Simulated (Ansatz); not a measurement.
Relaxed-ion elastic tensor of TaRu (CsCl type, Pm-3m) in GPa (Voigt order), LDA in the plane-wave PAW code Ansatz; density 15.45 g/cm³, 15.16 Å³ per atom.

|  | 1 | 2 | 3 | 4 | 5 | 6 |
|---|---|---|---|---|---|---|
| 1 | 176 | 341 | 341 | 0.0 | 0.0 | 0.0 |
| 2 | 341 | 176 | 341 | 0.0 | 0.0 | 0.0 |
| 3 | 341 | 341 | 176 | 0.0 | 0.0 | 0.0 |
| 4 | 0.0 | 0.0 | 0.0 | 89.9 | 0.0 | 0.0 |
| 5 | 0.0 | 0.0 | 0.0 | 0.0 | 89.9 | 0.0 |
| 6 | 0.0 | 0.0 | 0.0 | 0.0 | 0.0 | 89.9 |

Is the crystal mechanically stable?

No: the smallest eigenvalue of C is -166 GPa.

The workflow started from a Materials Project entry (that database holds measured and hypothetical structures alike); the Crystallography Open Database files this formula in space group No. 221, but the cells were not matched. Its standing as an ambient phase is unchecked. The cell was relaxed with LDA under the symmetry of its start. At this level the phase is mechanically unstable. The run is not spin-polarised. As this level gives no gap, shear constants depend on the k-mesh and smearing (Fermi–Dirac, 0.1 eV here). On the denser mesh and wider smearing of the elastic run this cell carries a stress of 0.4 GPa. Scalar-relativistic: spin–orbit coupling is off unless named, which matters more the heavier the elements.

Potentials: the later of the program's two PAW sets.
